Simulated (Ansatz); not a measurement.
SiGe₃:
```xyz
4
Lattice="3.9667 0.0000 0.0000 0.0000 3.9667 0.0000 0.0000 0.0000 5.6001" Properties=species:S:1:pos:R:3 pbc="T T T"
Si     0.0000     0.0000     0.0000
Ge     1.9834     0.0000     1.3684
Ge     1.9834     1.9834     2.8000
Ge     0.0000     1.9834     4.2317
```

Relaxed with r²SCAN. Special points in fractions of this cell's reciprocal vectors: Γ (0.000, 0.000, 0.000); X (0.000, 0.500, 0.000); M (0.500, 0.500, 0.000); Z (0.000, 0.000, 0.500); R (0.000, 0.500, 0.500); A (0.500, 0.500, 0.500).

List the band energies nearest the valence-band maximum at these points for DFT-r²SCAN with spin–orbit coupling in the program Ansatz with PAW potentials.

In eV from the valence-band maximum; about four levels below and three above (degenerate sets whole), none deeper than 8.9 eV; points with the same levels are listed once.

```json
[
 {"k": "Γ", "below": "-0.03 -0.03 0.00 0.00", "above": "0.84 0.84 0.88 0.88"},
 {"k": "X", "below": "-1.79 -1.79 -1.48 -1.48", "above": "2.15 2.15 2.48 2.48"},
 {"k": "M", "below": "-3.22 -3.22 -3.18 -3.18", "above": "0.64 0.64 0.83 0.83"},
 {"k": "Z", "below": "-2.06 -2.06 -2.03 -2.03", "above": "0.95 0.95 1.36 1.36"},
 {"k": "R", "below": "-1.48 -1.48 -1.31 -1.31", "above": "0.49 0.49 0.97 0.97"},
 {"k": "A", "below": "-4.08 -4.08 -4.08 -4.08", "above": "4.55 4.55 4.60 4.60"}
]
```

Space group P-4m2. The start of the workflow was typed in or built on a structure type; neither database checked (COD, Materials Project) lists it. Its standing as an ambient phase is unchecked. The cell was relaxed with r²SCAN under the symmetry of its start; its stability against distortions is not shown here.

Potentials: the earlier of the program's two PAW sets.
